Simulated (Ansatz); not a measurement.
An Ansatz (a first-principles code) run. Input:

Ansatz 0.2 input:
```yaml
crystal:
  lattice:
    - [3.8394556539, 0.0, 0.0]
    - [0.0, 3.8598581303, 0.0]
    - [-1.9160847109, 0.0, 6.5038954227]
  atoms:
    - { symbol: Ta, position: [0.6461796272, 0.0, 0.7921416817] }
    - { symbol: Ta, position: [0.3538203728, 0.0, 0.2078583183] }
    - { symbol: O, position: [0.6499523116, 0.5, 0.7990635082] }
    - { symbol: O, position: [0.3500476884, 0.5, 0.2009364918] }
    - { symbol: O, position: [0.185276771, 0.0, 0.8702821377] }
    - { symbol: O, position: [0.814723229, 0.0, 0.1297178623] }
    - { symbol: O, position: [0.5, 0.0, 0.5] }
kpoints:
  mp_grid: { grid: [8, 7, 5] }
hamiltonian:
  xc: pbesol
  pseudopotentials: { kind: paw }
scf:
  occupations: { method: fixed }
elastic: { mode: relaxed_ion, stencil: two_point, amplitude: 0.005, f_tol: 0.0005 }
```

Output (shortened):

```
Pseudopotential: Ta, paw, valence charge 13
Pseudopotential: O, paw, valence charge 6
Functional definition: PBEsol
Crystal: 7 atoms, lattice volume = 96.386 Å³
Basis set: ecut = 420 eV, 1903 PW (Γ), exchange–correlation on 54×54×96 points (8 copies of the dense FFT grid, shifted against one another)
Bands: 35, of which v1, the nominal top of the filled ones, is band 28 counted from 1 (27 counted from 0)
Symmetry: 4 space group operations
Space group: P2/m (ITA 10), of the structure as read, at distance tolerance 4.6e-5 Å
k-points: 84 of 280
SCF 1 converged in 14 iterations: F = -22424.564339 eV  dr2 = 9.73e-14
relax step   1: F+E_penalty+E_count = -22424.56433880 eV  Δ(F+E_penalty+E_count) = +0.000e0 eV  max|allowed force component| = 1.767e-3 eV/Å  Δτ_max = 0.0000 Å  (14 SCF iters, accepted)
Crystal: 7 atoms, lattice volume = 96.386 Å³
SCF 2 converged in 12 iterations: F = -22424.564339 eV  dr2 = 1.21e-14
relax step   2: F+E_penalty+E_count = -22424.56433894 eV  Δ(F+E_penalty+E_count) = -1.494e-7 eV  max|allowed force component| = 2.954e-4 eV/Å  Δτ_max = 0.0001 Å  (12 SCF iters, accepted)
Crystal: 7 atoms, lattice volume = 96.386 Å³
SCF 3 converged in 10 iterations: F = -22424.564339 eV  dr2 = 1.00e-14
Crystal: 7 atoms, lattice volume = 95.904 Å³
Basis set: ecut = 420 eV, 1875 PW (Γ), exchange–correlation on 54×54×96 points (8 copies of the dense FFT grid, shifted against one another)
SCF 4 converged in 16 iterations: F = -22424.560854 eV  dr2 = 5.40e-15
relax step   1: F+E_penalty+E_count = -22424.56085421 eV  Δ(F+E_penalty+E_count) = +0.000e0 eV  max|allowed force component| = 1.520e-1 eV/Å  Δτ_max = 0.0000 Å  (16 SCF iters, accepted)
Crystal: 7 atoms, lattice volume = 95.904 Å³
SCF 5 converged in 12 iterations: F = -22424.561498 eV  dr2 = 6.05e-14
relax step   2: F+E_penalty+E_count = -22424.56149780 eV  Δ(F+E_penalty+E_count) = -6.436e-4 eV  max|allowed force component| = 1.887e-2 eV/Å  Δτ_max = 0.0035 Å  (12 SCF iters, accepted)
Crystal: 7 atoms, lattice volume = 95.904 Å³
SCF 6 converged in 11 iterations: F = -22424.561518 eV  dr2 = 5.50e-14
relax step   3: F+E_penalty+E_count = -22424.56151787 eV  Δ(F+E_penalty+E_count) = -2.007e-5 eV  max|allowed force component| = 6.608e-3 eV/Å  Δτ_max = 0.0012 Å  (11 SCF iters, accepted)
Crystal: 7 atoms, lattice volume = 95.904 Å³
SCF 7 converged in 11 iterations: F = -22424.561527 eV  dr2 = 4.41e-14
relax step   4: F+E_penalty+E_count = -22424.56152685 eV  Δ(F+E_penalty+E_count) = -8.985e-6 eV  max|allowed force component| = 2.079e-4 eV/Å  Δτ_max = 0.0013 Å  (11 SCF iters, accepted)
Crystal: 7 atoms, lattice volume = 95.904 Å³
SCF 8 converged in 10 iterations: F = -22424.561527 eV  dr2 = 2.05e-14
Crystal: 7 atoms, lattice volume = 96.868 Å³
Basis set: ecut = 420 eV, 1911 PW (Γ), exchange–correlation on 54×54×96 points (8 copies of the dense FFT grid, shifted against one another)
SCF 9 converged in 15 iterations: F = -22424.560944 eV  dr2 = 1.85e-14
relax step   1: F+E_penalty+E_count = -22424.56094412 eV  Δ(F+E_penalty+E_count) = +0.000e0 eV  max|allowed force component| = 1.467e-1 eV/Å  Δτ_max = 0.0000 Å  (15 SCF iters, accepted)
Crystal: 7 atoms, lattice volume = 96.868 Å³
SCF 10 converged in 12 iterations: F = -22424.561556 eV  dr2 = 4.87e-14
relax step   2: F+E_penalty+E_count = -22424.56155578 eV  Δ(F+E_penalty+E_count) = -6.117e-4 eV  max|allowed force component| = 8.935e-4 eV/Å  Δτ_max = 0.0046 Å  (12 SCF iters, accepted)
Crystal: 7 atoms, lattice volume = 96.868 Å³
SCF 11 converged in 10 iterations: F = -22424.561556 eV  dr2 = 9.09e-15
[...]
Crystal: 7 atoms, lattice volume = 96.386 Å³
SCF 68 converged in 11 iterations: F = -22424.564295 eV  dr2 = 2.00e-14
relax step   5: F+E_penalty+E_count = -22424.56429508 eV  Δ(F+E_penalty+E_count) = -7.665e-7 eV  max|allowed force component| = 2.036e-3 eV/Å  Δτ_max = 0.0006 Å  (11 SCF iters, accepted)
Crystal: 7 atoms, lattice volume = 96.386 Å³
SCF 69 converged in 9 iterations: F = -22424.564295 eV  dr2 = 5.32e-14
relax step   6: F+E_penalty+E_count = -22424.56429526 eV  Δ(F+E_penalty+E_count) = -1.862e-7 eV  max|allowed force component| = 9.820e-5 eV/Å  Δτ_max = 0.0001 Å  (9 SCF iters, accepted)
Crystal: 7 atoms, lattice volume = 96.386 Å³
SCF 70 converged in 10 iterations: F = -22424.564295 eV  dr2 = 2.08e-14
Crystal: 7 atoms, lattice volume = 96.386 Å³
SCF 71 converged in 12 iterations: F = -22424.563922 eV  dr2 = 1.74e-14
relax step   1: F+E_penalty+E_count = -22424.56392233 eV  Δ(F+E_penalty+E_count) = +0.000e0 eV  max|allowed force component| = 4.715e-4 eV/Å  Δτ_max = 0.0000 Å  (12 SCF iters, accepted)
Crystal: 7 atoms, lattice volume = 96.386 Å³
SCF 72 converged in 10 iterations: F = -22424.563922 eV  dr2 = 2.33e-14
Crystal: 7 atoms, lattice volume = 96.386 Å³
SCF 73 converged in 12 iterations: F = -22424.563922 eV  dr2 = 1.73e-14
relax step   1: F+E_penalty+E_count = -22424.56392233 eV  Δ(F+E_penalty+E_count) = +0.000e0 eV  max|allowed force component| = 4.715e-4 eV/Å  Δτ_max = 0.0000 Å  (12 SCF iters, accepted)
Crystal: 7 atoms, lattice volume = 96.386 Å³
SCF 74 converged in 10 iterations: F = -22424.563922 eV  dr2 = 2.34e-14
WARN: C44 and the rest of its column (C14 to C64, from strain 23), every constant that the crystal's symmetry builds from them, which can be the whole tensor …
SCF converged after 10 iterations
Free energy (F): -22424.564339 eV
Harris-Foulkes:  -22424.564339 eV  (|F-HF|=0.00e0)
Internal energy: -22424.564339 eV  (E = F + TS)
E sigma→0 (E₀):  -22424.564339 eV
Fermi energy:    6.975246 eV
--- Per-component energies (eV) ---
  E_band       = -549.831289
  E_kinetic    = 1598.388604
  E_local      = -4421.878439  (includes V_loc(G=0)·N_el)
  E_nonlocal   = 275.850504
  E_hartree    = 1638.687392
  E_xc         = -794.082665
  E_vxc        = -869.409083  (∫ρ·V_xc dr)
  E_paw        = -17307.999367  (= ΣΔE_a)
  E_vpaw       = -410.170005  (= ΣTr[D̂ρ^β])
  E_aug_tail   = 0.012351  (compensation charges beyond the density's cutoff)
  E_ewald      = -3414.146451
  E_core_change = 0.603732  (= ΣΔE_core)
  E_smearing   =  0.000000  (= −TS)
  E_closure    =  0.000000  (closes the sum)
  Σ components = -22424.564339   (vs F -22424.564339, Δ=0.00e0)
--- Forces (eV/Å), atoms counted from 1 ---
  atom   1  Ta    -0.00015639     0.00000000     0.00028311
  atom   2  Ta     0.00015639     0.00000000    -0.00028311
  atom   3  O     -0.00002137     0.00000000     0.00010387
  atom   4  O      0.00002137     0.00000000    -0.00010387
  atom   5  O      0.00005118     0.00000000     0.00029542
  atom   6  O     -0.00005118     0.00000000    -0.00029542
  atom   7  O      0.00000000     0.00000000     0.00000000
  max |Σ_I F_I| component: 0.0 eV/Å
--- Stress (GPa, compression-positive) ---
        0.002760       0.000000      -0.006460
        0.000000       0.002770       0.000000
       -0.006460       0.000000       0.007928
  P = ⅓ Tr σ = 0.0045 GPa (0.045 kbar)
--- Band table (eV; the first three rows and the last of 84) ---
  k-point 0: bands = ["-60.6495", "-60.6406", "-27.4714", "-27.2863", "-27.2219", "-27.2135", "-27.1028", "-27.0807", "-11.4125", "-10.6079", "-9.9352", "-9.8592", "-9.8391", "1.9383", "1.9549", "2.0225", "3.7076", "3.8488", "4.4444", "4.5957", "4.9074", …
  k-point 1: bands = ["-60.6494", "-60.6407", "-27.4511", "-27.2875", "-27.2351", "-27.2207", "-27.1017", "-27.0818", "-11.3565", "-10.6114", "-9.9992", "-9.9194", "-9.7708", "1.3474", "1.9528", "2.6933", "3.7497", "4.0113", "4.3978", "4.4574", "4.8451", …
  k-point 2: bands = ["-60.6492", "-60.6410", "-27.4043", "-27.2893", "-27.2840", "-27.2188", "-27.0997", "-27.0838", "-11.2523", "-10.6192", "-10.1327", "-9.9174", "-9.7411", "1.0266", "1.8540", "3.3360", "3.8337", "4.1721", "4.3082", "4.3491", "4.6566", …
  k-point 83: bands = ["-60.6437", "-60.6433", "-27.4565", "-27.4265", "-27.2836", "-27.2338", "-27.2051", "-27.2013", "-10.2934", "-9.9159", "-9.5998", "-8.4793", "-8.4658", "1.0775", "1.2379", "1.5501", "1.5589", "1.9227", "2.0089", "2.1412", "3.0806", …
--- Elastic constants: 6 strain directions × 2 members + reference (group order 4) ---
  dense FFT box of the reference and of every strained cell: 27×27×48
  strains applied: 11, 22, 33, 23, 13, 12; error gains …
  reference relaxed by the batch: 2 steps …
  largest displacement 7.8e-5 Å; the constants are those of the deck's cell at these positions:
  atoms:
    - { symbol: Ta, position: [0.6461846941891134, 0.0, 0.7921481326317327] }
    - { symbol: Ta, position: [0.3538153058108867, 0.0, 0.20785186736826727] }
    - { symbol: O, position: [0.649956206129453, 0.49999999999999994, 0.7990755123430219] }
    - { symbol: O, position: [0.3500437938705471, 0.49999999999999994, 0.20092448765697812] }
    - { symbol: O, position: [0.18528328326646273, 0.0, 0.8702866934967891] }
    - { symbol: O, position: [0.8147167167335374, 0.0, 0.12971330650321086] }
    - { symbol: O, position: [0.5, 0.0, 0.5] }
  C = ∂σ_k/∂η_j (tension-positive GPa; Voigt order 11 22 33 23 13 12):
       375.189     48.690    214.146      0.000     -0.056      0.000
        48.552    727.426     30.398      0.000      0.650      0.000
       214.115     30.360    392.743      0.000      0.128      0.000
         0.000      0.000      0.000     21.794      0.000      0.058
         0.012      0.687      0.052      0.000     12.273      0.000
         0.000      0.000      0.000     -0.103      0.000     63.086
  reference stress σ⁰ (GPa):     -0.003     -0.003     -0.008      0.000      0.006      0.000
  moduli (Voigt/Reuss/Hill, GPa): K = 231.29/227.94/229.62   G = 99.58/31.60/65.59   E = 179.66   ν = 0.370
  mechanically stable: yes (min eigenvalue of sym C = 12.27 GPa)
  harmonic check of the ions' relaxations: strain 23: 1 of 1 pair far from harmonic (see the warning)
  the stresses are not corrected for the forces that the relaxations left standing (`elastic.f_tol`)
  strain η (Voigt 11):  stress-route row diagonal C_11 = 375.19 GPa, energy-path curvature d²(F+E_count+ΔE)/dδ²/Ω₀ = 375.01 GPa
         δ    σ_11 (GPa)             F (eV)   n_scf  n_hpsi   n_pw
    -5.000e-3      -1.9044      -22424.5615269      10   54228   1893   relax 4 steps, max|allowed force component| 2.08e-4 eV/Å
     5.000e-3       1.8475      -22424.5615559      10   54169   1912   relax 3 steps, max|allowed force component| 1.12e-4 eV/Å
  strain η (Voigt 22):  stress-route row diagonal C_22 = 727.43 GPa, energy-path curvature d²(F+E_count+ΔE)/dδ²/Ω₀ = 727.09 GPa
         δ    σ_22 (GPa)             F (eV)   n_scf  n_hpsi   n_pw
    -5.000e-3      -3.7052      -22424.5588245      10   54167   1894   relax 5 steps, max|allowed force component| 1.27e-4 eV/Å
     5.000e-3       3.5691      -22424.5590522      10   54282   1916   relax 5 steps, max|allowed force component| 1.12e-4 eV/Å
  strain η (Voigt 33):  stress-route row diagonal C_33 = 392.74 GPa, energy-path curvature d²(F+E_count+ΔE)/dδ²/Ω₀ = 392.93 GPa
         δ    σ_33 (GPa)             F (eV)   n_scf  n_hpsi   n_pw
    -5.000e-3      -2.0024      -22424.5613746      10   54416   1898   relax 4 steps, max|allowed force component| 1.31e-4 eV/Å
     5.000e-3       1.9250      -22424.5614571      10   54368   1927   relax 3 steps, max|allowed force component| 2.77e-4 eV/Å
  strain η (Voigt 23):  stress-route row diagonal C_44 = 21.79 GPa, energy-path curvature d²(F+E_count+ΔE)/dδ²/Ω₀ = -65.32 GPa
         δ    σ_23 (GPa)             F (eV)   n_scf  n_hpsi   n_pw
    -5.000e-3      -0.1094      -22424.5648390      10   90567   1905   relax 10 steps, max|allowed force component| 2.08e-4 eV/Å
     5.000e-3       0.1086      -22424.5648390      10   90516   1905   relax 10 steps, max|allowed force component| 5.52e-5 eV/Å
  strain η (Voigt 13):  stress-route row diagonal C_55 = 12.27 GPa, energy-path curvature d²(F+E_count+ΔE)/dδ²/Ω₀ = 12.32 GPa
         δ    σ_13 (GPa)             F (eV)   n_scf  n_hpsi   n_pw
    -5.000e-3      -0.0542      -22424.5642958      10   54304   1903   relax 7 steps, max|allowed force component| 1.14e-5 eV/Å
     5.000e-3       0.0685      -22424.5642953      10   54053   1902   relax 6 steps, max|allowed force component| 9.82e-5 eV/Å
  strain η (Voigt 12):  stress-route row diagonal C_66 = 63.09 GPa, energy-path curvature d²(F+E_count+ΔE)/dδ²/Ω₀ = 63.03 GPa
         δ    σ_12 (GPa)             F (eV)   n_scf  n_hpsi   n_pw
    -5.000e-3      -0.3154      -22424.5639223      10   90876   1902   relax 1 steps, max|allowed force component| 4.71e-4 eV/Å
     5.000e-3       0.3154      -22424.5639223      10   90890   1902   relax 1 steps, max|allowed force component| 4.71e-4 eV/Å
```

Cost: very roughly 21 core-minutes on shared cores.

Space group Cmmm. The first step of the workflow began from a Materials Project structure, measured or hypothetical; the Crystallography Open Database copy checked does not list it. COD files the formula under space group No. 49, so this cell is another polymorph or a model. Its standing as an ambient phase is unchecked. The PBEsol relaxation kept the symmetry of its start; of distortions, only those at the zone centre were tested, and some modes there are weakly imaginary. The run is not spin-polarised. Point labels and valley counts follow the cell and symmetry of the run, lower than the named group. Scalar-relativistic: spin–orbit coupling is off unless named, which matters more the heavier the elements.

Potentials: the later of the program's two PAW sets.

Ansatz is a plane-wave DFT program.
